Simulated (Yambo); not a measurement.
Yambo run on SiO2 (α-quartz, space group P3_221, No. 154). The wavefunctions come from this Quantum ESPRESSO step (LDA, PseudoDojo standard norm-conserving files, scalar-relativistic):

```
&CONTROL
  calculation = 'nscf'
  pseudo_dir = './pseudo'
  outdir = './out'
/
&SYSTEM
  ibrav = 0
  nat = 9
  ntyp = 2
  ecutwfc = 84.0
  ecutrho = 336.0
  occupations = 'fixed'
  force_symmorphic = .true.
  nbnd = 214
/
&ELECTRONS
  conv_thr = 9.000000000000001e-09
  diago_full_acc = .true.
  diago_thr_init = 1e-08
/
ATOMIC_SPECIES
O 15.9990 O.upf
Si 28.0850 Si.upf
CELL_PARAMETERS angstrom
  4.916560061000   0.000000000000   0.000000000000
 -2.458280030000   4.257865912000   0.000000000000
  0.000000000000   0.000000000000   5.431630000000
ATOMIC_POSITIONS crystal
O   0.144540000000   0.731440000000   0.547820000000
O   0.268560000000   0.413100000000   0.214486667000
O   0.586900000000   0.855460000000   0.881153333000
O   0.731440000000   0.144540000000   0.452180000000
O   0.413100000000   0.268560000000   0.785513333000
O   0.855460000000   0.586900000000   0.118846667000
Si  -0.000000000000   0.468800000000   0.333333333000
Si   0.531200000000   0.531200000000   0.000000000000
Si   0.468800000000   0.000000000000   0.666666667000
K_POINTS automatic
3 3 4 0 0 0
```

Yambo input:

```
rim_cut
gw0
dyson
el_el_corr
HF_and_locXC
ppa
em1d
RandQpts= 1000000
RandGvec= 1 Ry
EXXRLvcs= 84 Ry
VXCRLvcs= 336 Ry
Chimod= "HARTREE"
% BndsRnXp
 1 | 213 |
%
NGsBlkXp= 8 Ry
% LongDrXp
 1.0 | 1.0 | 1.0 |
%
PPAPntXp= 27.2114 eV
% GbndRnge
 1 | 213 |
%
GTermKind= "BG"
DysSolver= "n"
ExtendOut
% QPkrange
 1 | 1 | 24 | 25 |
 3 | 3 | 24 | 25 |
 7 | 7 | 24 | 25 |
 9 | 9 | 24 | 25 |
%
```

k points by index: 1 = Γ, 3 = A, 7 = K, 9 = H.

Table of the .qp output:

```
#    K-point    Band    Eo [eV]    E [eV]    E-Eo [eV]    Vxc [eV]    Vnlxc [eV]    Sc|Eo [eV]    Sc|E [eV]    dSc/dw|Eo [eV]    Re(Z)    Im(Z)
#
    1    24    -0.312768    -2.137671    -1.824903    -19.26856    -25.25722    3.757362    4.163755    -6.059427    0.817874    -0.001005
    1    25    5.757090    7.076408    1.319317    -11.38252    -6.600751    -3.264073    -3.462454    -4.091445    0.869294    -0.742317E-3
    3    24    -0.086366    -1.894478    -1.808112    -19.68390    -25.70321    3.806376    4.211206    -6.092183    0.817070    -0.001002
    3    25    7.679317    9.221250    1.541933    -12.63101    -7.528614    -3.310432    -3.560465    -4.412250    0.860475    -0.798976E-3
    7    24    0.000000    -1.783622    -1.783622    -19.82021    -25.79596    3.793820    4.192127    -6.076324    0.817459    -0.995698E-3
    7    25    8.645981    10.30309    1.657112    -12.66468    -7.226862    -3.506746    -3.780708    -4.498493    0.858135    -0.822273E-3
    9    24    -0.580534    -2.440604    -1.860070    -19.10882    -25.17316    3.788133    4.204271    -6.087417    0.817187    -0.001017
    9    25    8.792088    10.61098    1.818895    -14.25515    -8.115909    -3.997051    -4.320349    -4.836438    0.849086    -0.835106E-3
```
(The two width columns are left out.) Convergence of these settings isn't established.

Geometry of the Materials Project entry, not relaxed at this level.
